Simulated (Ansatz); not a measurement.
## Data sheet: ScNiN2 (DFT)

ScNiN₂:
```
CELL_PARAMETERS angstrom
      1.64285     0.94850     5.52133
     -1.64285     0.94850     5.52133
      0.00000    -1.89700     5.52133
ATOMIC_POSITIONS crystal
  Sc 0.50000 0.50000 0.50000
  Ni 0.00000 0.00000 0.00000
  N  0.89689 0.89689 0.89689
  N  0.10311 0.10311 0.10311
```
The run is spin-polarised; directions of the spins, atom by atom: 0 ↑ ↑ ↑.

Space group R-3m (No. 166); conventional cell a = b = 3.286 Å, c = 16.564 Å, α = β = 90.00°, γ = 120.00°.

Method: PBEsol in the plane-wave PAW code Ansatz. Geometry: relaxed at this level of theory. Other levels are named where they apply.

**Cell and energy**

- Volume per atom: 12.91 Å³
- Density: 4.24 g/cm³
- Formation energy from the elements (no fitted shifts): -0.27 eV/atom

**Electronic structure**

- Electronic character: metallic (no gap)
- Density of states at the Fermi level: 0.99 states/eV per atom (mean over ±0.08 eV)

**Magnetism**

* **Magnetic order**: ferromagnetic
* **Net moment**: 0.43 μB per atom

**Mechanics**

- Bulk modulus (Birch–Murnaghan fit): 124 GPa
- Pressure derivative B′: 3.5

The start of the workflow was typed in or built on a structure type; neither database checked (COD, Materials Project) lists it. Whether it is the stable phase at ambient conditions was not checked. Symmetry was held in the PBEsol relaxation; whether a distortion lowers the energy is not shown. Spin order of the final state: ferromagnetic, the only order run, not a proven ground state. No Hubbard U is applied. The references are the lowest solids computed at this level, not always the standard phases (solids in place of the gases).

Potentials: the earlier of the program's two PAW sets. The files were generated under PBE; for other functionals the program regenerates the frozen cores, and for LDA and PBEsol the local potential too.
